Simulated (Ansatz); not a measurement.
**Comparing deformations in Ta**

These are results of DFT r2SCAN, scalar-relativistic, plane waves, PAW in Ansatz, not measurements. The runs took a 500 eV cutoff, a Γ-centred 20×20×20 mesh and Gaussian smearing (0.15 eV). Spin–orbit coupling is left out, which can shift energies with elements as heavy as these. No spin polarisation. Energies are free energies at this smearing, counted from the undisturbed cell; pressure is positive in compression.

The starting cell (as given, not relaxed at this level; it stands at 0.5 GPa):

```xyz
1
Lattice="-1.6513 1.6513 1.6513 1.6513 -1.6513 1.6513 1.6513 1.6513 -1.6513" Properties=species:S:1:pos:R:3 pbc="T T T"
Ta    0.0000    0.0000    0.0000
```

The cell is strained by ε times a Voigt pattern (xx, yy, zz, yz, xz, xy; engineering shear) with fractional coordinates fixed. τ = (1/V0) dE/dε comes from the stress tensor. Of each scan, only the three points used here are listed.

| pattern | ε | τ (GPa) |
| --- | --- | --- |
| (1, 1, 0, 0, 0, 0) | -0.0250 | -25.68 |
| (1, 1, 0, 0, 0, 0) | 0.0000 | -0.90 |
| (1, 1, 0, 0, 0, 0) | 0.0250 | 19.36 |
| (0, 0, 1, 0, 0, 0) | -0.0250 | -8.24 |
| (0, 0, 1, 0, 0, 0) | 0.0000 | -0.45 |
| (0, 0, 1, 0, 0, 0) | 0.0250 | 6.10 |
| (0, 0, 0, 0, 0, 1) | -0.0125 | -1.02 |
| (0, 0, 0, 0, 0, 1) | 0.0000 | 0.00 |
| (0, 0, 0, 0, 0, 1) | 0.0125 | 1.02 |

Question: Which constants do the scans give, and which deformation costs least for the same size of strain tensor?

Answer: The slope dτ/dε at zero (parabola through three points) is pᵀCp: (1, 1, 0, 0, 0, 0) gives 2(C11 + C12) = 901 GPa; (0, 0, 1, 0, 0, 0) gives C11 = 287 GPa; (0, 0, 0, 0, 0, 1) gives C44 = 81 GPa. The size of the strain tensor, ε:ε, is ε² times 2.0, 1.0, 0.5. Per unit of it the stiffnesses are 450, 287, 163 GPa, so (0, 0, 0, 0, 0, 1) is the softest of these: at ε:ε = (1 %)² the quadratic term costs 0.91 meV/atom against 2.53 for the stiffest.

Question: What else follows for this cubic crystal?

Answer: From the unrounded slopes C11 = 286.7 and C12 = 163.6 GPa, so B = (C11 + 2 C12)/3 = 205 GPa and the Poisson ratio for a pull along a cube edge is C12/(C11 + C12) = 0.36.

Question: How anisotropic is this cubic crystal?

Answer: Zener's ratio 2 C44/(C11 − C12) = 1.32; it is 1 for an isotropic solid.

In a metal these slopes depend on the k mesh and the smearing.